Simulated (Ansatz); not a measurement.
## What DFT gives for Y2Al3B2

```
Y Al B
1.0
     0.00000    3.86793    0.00000
     4.89794   -1.93397    0.00000
     1.24928    0.00000   -6.21814
Y Al B
2 3 2
Direct
  0.62020 0.24040 0.67700
  0.37980 0.75960 0.32300
  0.30580 0.61160 0.86580
  0.69420 0.38840 0.13420
  0.00000 0.00000 0.00000
  0.09310 0.18620 0.35970
  0.90690 0.81380 0.64030
```

Method: r2SCAN, no spin polarisation; PAW, plane waves to 500 eV, 7×7×4 Γ-centred mesh, fermi-dirac occupations (width 0.1 eV) (Ansatz 0.2.0), atoms fixed.

Where is the largest force?

The largest is on Y1 (and as large on other atoms): 1.93 eV/Å, components (-0.36, 0.00, 1.89). It makes 96° with the line to a nearest neighbour, B7 at 2.77 Å.

Is the cell too large or too small?

The pressure is -3.9 GPa (compression positive), so with the atoms held at these fractions the cell would first shrink; the forces are large, so a full relaxation may end otherwise. The principal stresses -5.5, -3.6, -2.6 GPa differ, so its shape would change too.

Describe some of the short contacts.

B–B at 2.28 Å: least valence density 0.36 e/Å³ and ELF 0.76 there. Y–B at 2.77 Å: least valence density 0.21 e/Å³ and ELF 0.20 there. Al–B at 2.49 Å is left out, since its least density falls inside a PAW sphere. Al–Al at 2.66 Å is left out, since its least density falls inside a PAW sphere. Both are smooth PAW fields, read partly inside the augmentation spheres.

Is there a gap?

It is a metal, with about 3 states/eV a cell as the mean within 0.25 eV of the Fermi level, mostly Y d (46 %), B p (26 %) and Al p (17 %).

Which element gives electrons and which takes them?

Bader charges in e: Y +1.53, Al +0.02 to +0.25, B -1.79. In the mean Y gives up most and B takes most.

Origin: a known structure type with other elements, at an estimated volume, so it need not be a known compound. Caveats: atoms or cell far from equilibrium.
